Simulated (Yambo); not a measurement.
A G0W0@PBEsol run in Yambo for NaF (rock salt, space group Fm-3m, No. 225) under isotropic strain of -1.5 % on all lattice vectors (6×6×6 Γ-centred k mesh, bands 2 to 93 and a 14 Ry block in the screening, 93 bands in G with the Bruneval-Gonze terminator, plasmon pole fitted at 27.2 eV) gives these matrix elements, in eV, at the band edges (Γ → Γ):

| state | E0 | <Vxc> | <Σx> | <Σc(E0)> | Z |
|---|---|---|---|---|---|
| valence edge | 0.000 | -22.316 | -30.223 | 4.213 | 0.823 |
| conduction edge | 6.468 | -9.963 | -5.591 | -2.672 | 0.902 |

Q: Solve the linearised quasiparticle equation for both states, give the gap, and say how exchange and correlation each act on it.

A: E = E0 + Z(Σx + Σc − Vxc). Valence: 0.000 + 0.823 × (-30.223 + (4.213) − (-22.316)) = -3.04 eV. Conduction: 6.468 + 0.902 × (-5.591 + (-2.672) − (-9.963)) = 8.00 eV. The gap is 11.04 eV, against 6.47 eV in PBEsol. Replacing Vxc by bare exchange alone would open it by 12.28 eV; correlation takes back 6.88 eV of that, and Z scales what is left. Convergence of the G0W0 settings was not tested. 

Geometry strained from the cell relaxed with PBEsol, atoms relaxed again; primitive cell a = 3.223 Å, b = 3.223 Å, c = 3.223 Å, α = 60.00°, β = 60.00°, γ = 60.00°.
